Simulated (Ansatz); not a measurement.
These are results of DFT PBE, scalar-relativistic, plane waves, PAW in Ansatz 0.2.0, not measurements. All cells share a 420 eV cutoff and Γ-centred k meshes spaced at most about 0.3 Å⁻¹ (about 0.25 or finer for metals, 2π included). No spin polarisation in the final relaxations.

Temperature and zero-point effects are left out.

Two forms of SnAs2Se were relaxed alike.

A.

```xyz
8
Lattice="6.1107 0.0000 0.0000 -0.2864 6.1881 0.0000 -2.1421 -1.2032 5.9877" Properties=species:S:1:pos:R:3 pbc="T T T"
Sn    4.3149    1.3199    3.6148
Sn    4.7527    5.3116    0.8102
As    1.1187    3.7653    3.6691
As    1.0740    4.0309    1.1998
As    1.0464    1.3075    3.8974
As    0.1137    1.9207    0.3258
Se    3.7705    2.5192    0.3230
Se    3.5922    4.0618    4.1230
```

B.

```xyz
4
Lattice="3.9406 0.0000 0.0000 -1.9703 3.4127 0.0000 0.0000 0.0000 7.0052" Properties=species:S:1:pos:R:3 pbc="T T T"
Sn    0.0000    0.0000    0.0000
As    1.9703    1.1376    5.3012
As    1.9703    1.1376    1.7040
Se    0.0000    2.2751    3.5026
```

**Question.** Which form is favoured at zero pressure, and by what margin per atom?

**Answer.** A is lower, by 195 meV/atom. A has space group P1 (No. 1), 28.3 Å³/atom and a gap of 0.12 eV on its mesh; B has space group P-6m2 (No. 187), 23.6 Å³/atom and no gap. Counting As or Sn atoms around Se (for each partner element, those within 1.25 times its shortest distance or 1.15 times the sum of covalent radii, where it is the nearest in units of that sum or under 1.3; a plus sign parts groups by distance over the sum of covalent radii; the shortest distance is added where it exceeds 1.18 times the sum of covalent radii; a slash parts the counts of unlike sites), A has Se 3+1/3+2 and B has Se 6 from 2.9 Å. A holds As–As units of three or more atoms (shortest 2.47 Å); in B the shortest As–As distance is 3.41 Å. The lower one is the more open, so pressure narrows the difference. In A, Sn on its first site is surrounded by 2 As at 2.77–2.86 Å and 1 Se at 2.88 Å; around As on its first site lie 2 As at 2.47–2.48 Å and 1 Se at 2.53 Å; Se on its first site is surrounded by 2 As at 2.48–2.53 Å, 1 Sn at 3.00 Å, 1 As at 3.21 Å, 2 Sn at 3.55–3.66 Å and 1 As at 3.64 Å; 5 more sites not described. In B, Sn is surrounded by 6 As at 2.84 Å; around As lie 3 Sn at 2.84 Å and 3 Se at 2.90 Å; Se is surrounded by 6 As at 2.90 Å. Both come from invented guesses.

Kohn–Sham gaps at this level usually fall short of measured ones. Cells relaxed within their symmetry can be saddle points.
